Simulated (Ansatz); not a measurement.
CuI:
```cif
data_Cu2I2
_chemical_formula_sum 'Cu2 I2'
_space_group_name_H-M_alt 'P 1'
_space_group_IT_number 1
_cell_length_a 4.02894
_cell_length_b 4.02894
_cell_length_c 7.48521
_cell_angle_alpha 90.000
_cell_angle_beta 90.000
_cell_angle_gamma 90.000
loop_
_space_group_symop_operation_xyz
  'x, y, z'
loop_
_atom_site_label
_atom_site_type_symbol
_atom_site_fract_x
_atom_site_fract_y
_atom_site_fract_z
_atom_site_occupancy
Cu1 Cu 0.00000 0.50000 0.00000 1
Cu2 Cu 0.50000 0.00000 0.50000 1
I1 I 0.00000 0.00000 0.25000 1
I2 I 0.00000 0.00000 0.75000 1
```

This is the PBE-relaxed structure.

Q: All from the program Ansatz at the PBE level (PAW), unless another level is named. Predict the electronic character.

A: metallic (no gap).

Q: And the density of states at the Fermi level?

A: 0.06 states/eV per atom (mean over ±0.08 eV).

Q: What about the formation energy from the elements (no fitted shifts)?

A: 0.15 eV/atom.

Space group P4_2/mmc. A made-up cell: these elements were put on the sites of a structure type; neither database checked (COD, Materials Project) lists it. It is not the phase usual at ambient conditions (space group No. 216). Symmetry was held in the PBE relaxation; its stability against distortions is not shown here. No spin polarisation was allowed. The references are the lowest solids computed at this level, not always the standard phases. Scalar-relativistic: spin–orbit coupling is off unless named, which matters more the heavier the elements.

Potentials: the later of the program's two PAW sets.
